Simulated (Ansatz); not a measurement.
Polymorphs of Ti, each relaxed with the program Ansatz at the PBEsol level (PAW):

A: P6/mmm
a = 4.514 Å, b = 4.514 Å, c = 2.799 Å, α = 90.00°, β = 90.00°, γ = 120.00°

```csv
atom,site,symmetry,x,y,z
Ti,1a,6/mmm,0.0000,0.0000,0.0000
Ti,2d,-6m2,0.3333,0.6667,0.5000
```

B: diamond (Fd-3m)
a = 5.8645 Å, b = 5.8645 Å, c = 5.8645 Å, α = 90.00°, β = 90.00°, γ = 90.00°

| atom | site | symmetry | x | y | z |
|---|---|---|---|---|---|
| Ti | 8b | -43m | 0.5000 | 0.5000 | 0.5000 |

Task: Rank these by energy per atom at 0 K (lowest first), as PBEsol gives it.

Result: A (+0 meV/atom), B (+2280 meV/atom)

Spin orders computed, not proven ground states: B ferromagnetic. Typed or built starts, not in the databases checked: B. Not the usual ambient phase: A; B. Unstable at this level: B. All cells were relaxed under the symmetry of their starts (and spin orders); stability against distortions was not tested throughout. Named crystals with no word on spin ran without spin polarisation.

Energies hold the estimated change up to a 700 eV cutoff; steps of a few meV lie near the error of the meshes.

Potentials: the earlier of the program's two PAW sets. The files were generated under PBE; for other functionals the program regenerates the frozen cores, and for LDA and PBEsol the local potential too.
